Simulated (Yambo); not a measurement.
Yambo run on Cs2KYF6 (space group Fm-3m, No. 225). The wavefunctions come from this Quantum ESPRESSO step (PBEsol, PseudoDojo standard norm-conserving files, scalar-relativistic):

```
&CONTROL
  calculation = 'nscf'
  pseudo_dir = './pseudo'
  outdir = './out'
/
&SYSTEM
  ibrav = 0
  nat = 10
  ntyp = 4
  ecutwfc = 84.0
  ecutrho = 336.0
  occupations = 'fixed'
  force_symmorphic = .true.
  nbnd = 412
/
&ELECTRONS
  conv_thr = 1e-08
  diago_full_acc = .true.
  diago_thr_init = 1e-08
/
ATOMIC_SPECIES
F 18.9984 F.upf
K 39.0983 K.upf
Y 88.9058 Y.upf
Cs 132.9055 Cs.upf
CELL_PARAMETERS angstrom
  0.000000000000   4.810635000000   4.810635000000
  4.810635000000   0.000000000000   4.810635000000
  4.810635000000   4.810635000000   0.000000000000
ATOMIC_POSITIONS crystal
F   0.771800000000   0.228200000000   0.228200000000
F   0.228200000000   0.771800000000   0.771800000000
F   0.228200000000   0.771800000000   0.228200000000
F   0.771800000000   0.228200000000   0.771800000000
F   0.228200000000   0.228200000000   0.771800000000
F   0.771800000000   0.771800000000   0.228200000000
K   0.500000000000   0.500000000000   0.500000000000
Y   0.000000000000   0.000000000000   0.000000000000
Cs   0.750000000000   0.750000000000   0.750000000000
Cs   0.250000000000   0.250000000000   0.250000000000
K_POINTS automatic
2 2 2 0 0 0
```

Yambo input:

```
rim_cut
gw0
dyson
el_el_corr
HF_and_locXC
ppa
em1d
RandQpts= 1000000
RandGvec= 1 Ry
EXXRLvcs= 84 Ry
VXCRLvcs= 336 Ry
Chimod= "HARTREE"
% BndsRnXp
 1 | 409 |
%
NGsBlkXp= 8 Ry
% LongDrXp
 1.0 | 1.0 | 1.0 |
%
PPAPntXp= 27.2114 eV
% GbndRnge
 1 | 409 |
%
GTermKind= "BG"
DysSolver= "n"
ExtendOut
% QPkrange
 1 | 1 | 40 | 41 |
 2 | 2 | 40 | 41 |
 3 | 3 | 40 | 41 |
%
```

k points by index: 1 = Γ, 2 = L, 3 = X.

Resulting energies as the program prints them:

```
#    K-point    Band    Eo [eV]    E [eV]    E-Eo [eV]    Vxc [eV]    Vnlxc [eV]    Sc|Eo [eV]    Sc|E [eV]    dSc/dw|Eo [eV]    Re(Z)    Im(Z)
#
    1    40    0.000000    -2.333999    -2.333999    -21.85423    -29.62648    4.853697    5.438253    -6.814655    0.799720    -0.001361
    1    41    6.326295    7.342933    1.016639    -7.785791    -3.703292    -2.944081    -3.065860    -3.259317    0.893034    -0.664788E-3
    2    40    -0.073727    -2.424956    -2.351229    -21.65206    -29.42609    4.834667    5.422801    -6.806110    0.799921    -0.001386
    2    41    8.054539    9.270367    1.215828    -8.954532    -4.608865    -2.972946    -3.129839    -3.511199    0.885712    -0.709235E-3
    3    40    -0.006941    -2.341660    -2.334719    -21.82407    -29.58736    4.844176    5.428577    -6.810742    0.799812    -0.001362
    3    41    7.915320    9.085820    1.170500    -8.902895    -4.792476    -2.788359    -2.939918    -3.523197    0.885366    -0.715527E-3
```
(The two width columns are left out.) Convergence of these settings isn't established.

Geometry of the Materials Project entry, not relaxed at this level.
